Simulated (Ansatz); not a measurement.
## Does relaxation matter for the field gradients of SnO2 with fluorine replacing O?

Start: a supercell of SnO2 (rutile type, P4_2/mnm) built from a measured structure from the Crystallography Open Database (COD), with all atoms left at the host's positions.

Space group Fmm2 (No. 42); a = 6.3730, b = 13.4011, c = 13.4011 Å.

| site | Wyckoff | site symmetry | x | y | z |
| --- | --- | --- | --- | --- | --- |
| Sn1 | 4a | mm2 | 0.0000 | 0.0000 | 0.0000 |
| Sn2 | 4a | mm2 | 0.5000 | 0.0000 | 0.0000 |
| Sn3 | 8c | m.. | 0.0000 | 0.7500 | 0.7500 |
| Sn5 | 8d | .m. | 0.7500 | 0.0000 | 0.7500 |
| Sn7 | 8b | ..2 | 0.7500 | 0.2500 | 0.0000 |
| F | 4a | mm2 | 0.0000 | 0.0000 | 0.8465 |
| O10 | 4a | mm2 | 0.5000 | 0.0000 | 0.8465 |
| O11 | 8c | m.. | 0.0000 | 0.7500 | 0.5965 |
| O13 | 16e | 1 | 0.7500 | 0.8465 | 0.7500 |
| O15 | 16e | 1 | 0.7500 | 0.0964 | 0.0000 |
| O17 | 4a | mm2 | 0.0000 | 0.0000 | 0.6536 |
| O18 | 4a | mm2 | 0.5000 | 0.0000 | 0.6536 |
| O19 | 8c | m.. | 0.5000 | 0.7500 | 0.9036 |

One atom of each set is listed; the run and its k-mesh use a cell of 24 atoms with edges of 7.42, 7.42, 7.42 Å.

Computed with Ansatz: DFT, PBE, plane waves and PAW, scalar-relativistic, 420 eV cutoff, Γ-centred 4×4×4 k-points, Fermi–Dirac smearing 0.01 eV, cell charge +1.

The largest force at the start is 3.4 eV/Å. Relaxing the ions at fixed cell moves them by 0.085 Å at most (atom 5, Sn) and 0.044 Å rms. End positions:

Sn1 (0.0000, 0.0000, 0.0050)
Sn2 (0.5000, 0.0000, 0.9972)
Sn3 (0.0000, 0.7479, 0.7515)
Sn5 (0.7441, 0.0000, 0.7443)
Sn7 (0.7500, 0.2500, 0.0008)
F (0.0000, 0.0000, 0.8481)
O10 (0.5000, 0.0000, 0.8443)
O11 (0.0000, 0.7491, 0.5988)
O13 (0.7540, 0.8489, 0.7529)
O15 (0.7523, 0.0962, 0.9975)
O17 (0.0000, 0.0000, 0.6538)
O18 (0.5000, 0.0000, 0.6517)
O19 (0.5000, 0.7510, 0.9038)

```
site  moved (Å)                 first shell before                  first shell after  V_zz before (10²¹ V/m²)  η before
 Sn1      0.067  5 O at 2.05–2.06 Å, 1 F at 2.06 Å  5 O at 1.97–2.04 Å, 1 F at 2.10 Å                    11.99      0.94
 Sn2      0.037                 6 O at 2.05–2.06 Å                 6 O at 2.05–2.10 Å                    -6.87      0.33
 Sn3      0.034                 6 O at 2.05–2.06 Å                 6 O at 2.04–2.07 Å                     5.79      0.51
 Sn5      0.085  5 O at 2.05–2.06 Å, 1 F at 2.05 Å  5 O at 1.99–2.05 Å, 1 F at 2.14 Å                    13.61      0.06
 Sn7      0.010                 6 O at 2.05–2.06 Å                 6 O at 2.06–2.07 Å                    -6.28      0.47
   F      0.022                3 Sn at 2.05–2.06 Å                3 Sn at 2.10–2.14 Å                    -9.91      0.17
 O10      0.029                3 Sn at 2.05–2.06 Å                     3 Sn at 2.05 Å                   -11.66      0.17
 O17      0.004                3 Sn at 2.05–2.06 Å                3 Sn at 2.03–2.10 Å                   -11.70      0.24
 O18      0.025                3 Sn at 2.05–2.06 Å                3 Sn at 1.97–1.99 Å                   -10.68      0.07
 O19      0.013                3 Sn at 2.05–2.06 Å                3 Sn at 2.04–2.06 Å                   -10.32      0.14
```

Question: How do the gradients change?

Answer: 

```json
{"site": "Sn1", "V_zz after": "-9.55", "η after": "0.72", "change of V_zz": "–"}
{"site": "Sn2", "V_zz after": "-7.23", "η after": "0.30", "change of V_zz": "-0.36"}
{"site": "Sn3", "V_zz after": "5.91", "η after": "0.31", "change of V_zz": "+0.12"}
{"site": "Sn5", "V_zz after": "14.08", "η after": "0.06", "change of V_zz": "+0.47"}
{"site": "Sn7", "V_zz after": "-5.34", "η after": "0.71", "change of V_zz": "+0.94"}
{"site": "F", "V_zz after": "-10.07", "η after": "0.32", "change of V_zz": "-0.16"}
{"site": "O10", "V_zz after": "-11.37", "η after": "0.03", "change of V_zz": "+0.29"}
{"site": "O17", "V_zz after": "-11.85", "η after": "0.06", "change of V_zz": "-0.15"}
{"site": "O18", "V_zz after": "-9.87", "η after": "0.05", "change of V_zz": "+0.81"}
{"site": "O19", "V_zz after": "-10.73", "η after": "0.19", "change of V_zz": "-0.41"}
```

The largest change of V_zz along a kept axis is on Sn7, from -6.28 to -5.34. The whole tensor moves most on Sn1, by 3.78 along its most changed direction. In per cent, |V_zz| changes by -15 to +5 on Sn, +2 on F, -8 to +4 on O (all sites that start above 0.5, bar those whose gradient vanishes or changes sign or whose main axis turns by over 40°). Where |V_zz| stays above 0.1 and the axes keep their order, η moves most on Sn7, from 0.47 to 0.71. On Sn3 V_xx and V_yy change places (or their axes turn by over 50°), so the two values of η hide a larger change. On Sn1 the largest principal value lies along another axis in the second run, so the two V_zz can't be compared directly. The table leaves out 3 of the 13 sites, with |V_zz| up to 11.06; their tensors move by 1.16 at most along any direction. The statements above cover all sites. The host's own positions weren't relaxed first, so part of the change far from the defect can be the host's relaxation.

The defect repeats with the cell of 24 atoms, so it feels its images: sites between two images don't show the values beside a lone defect, and zeros or small values of η there can come from the images' arrangement. O and Sn carry a gradient in the pure host already, so the values there aren't the defect's effect alone. A uniform background compensates the cell's charge. Without spin–orbit coupling (the program notes it for Sn) the gradients can shift somewhat, as the gap is small. The cell keeps the host's lattice, where the PBE pressure is 13 GPa (in a charged cell this depends on the convention for the mean potential).
Before: The neighbours have not yet relaxed around the defect (largest force 3.4 eV/Å), so the values at and beside it are those of a strained start, not of the defect in a real crystal.
After: The relaxation keeps the site symmetry mm2 of the start, so the impurity can move only along its axis; a start off the site could end lower.
